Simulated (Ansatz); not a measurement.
The relaxed structure here is a generated cell of SnO: the first start was made by placing the elements on the sites of a structure type, and the end was not matched to a known phase here, so it may be hypothetical. Known forms of SnO include space group No. 129.

The end point of a relaxation of SnO. Space group Imm2 (No. 44). Computed with PBE (plane waves to 420 eV, PAW, scalar-relativistic; Ansatz, a first-principles code).

```cif
data_OSn
_chemical_formula_sum 'O1 Sn1'
_space_group_name_H-M_alt 'P 1'
_space_group_IT_number 1
_cell_length_a 3.76856
_cell_length_b 3.76856
_cell_length_c 3.76856
_cell_angle_alpha 128.080
_cell_angle_beta 97.391
_cell_angle_gamma 104.750
loop_
_space_group_symop_operation_xyz
  'x, y, z'
loop_
_atom_site_label
_atom_site_type_symbol
_atom_site_fract_x
_atom_site_fract_y
_atom_site_fract_z
_atom_site_occupancy
O1 O 0.05708 0.05708 0.00000 1
Sn1 Sn 0.36792 0.86792 0.50000 1
```

- Volume per atom: 18.88 Å³
- Density: 5.92 g/cm³
- Band gap: no clear gap: the sampled points leave 0.02 eV away from the symmetry points, which may be a band crossing missed between them
- Shortest distances: O–Sn 2.18 Å; Sn–Sn 3.30 Å; O–O 3.30 Å
- k-mesh: 12×12×12

Band energies at high-symmetry points (eV from the VBM; labels of this space group; no spin-orbit coupling), from −5 eV up to 4.2 eV:

```json
[
 {"point": "Γ", "energies": "-3.26 -3.16 -3.11 3.83"},
 {"point": "X", "energies": "-3.69 -2.50 2.66 3.61"},
 {"point": "F0", "energies": "-4.91 -4.65 -1.73 2.62 3.54"},
 {"point": "Σ0", "energies": "-4.91 -4.65 -1.73 2.62 3.54"},
 {"point": "Λ0", "energies": "-3.68 -2.42 2.61 3.60"},
 {"point": "G0", "energies": "-3.68 -2.42 2.61 3.60"},
 {"point": "R", "energies": "-4.29 -3.83 -2.52 2.57 3.60"},
 {"point": "W", "energies": "-4.89 -4.48 -0.34 2.08 3.33"}
]
```

No spin polarisation in the result.

The run could not lose the symmetry of its start: the end is stationary, and may be a saddle point rather than a minimum.
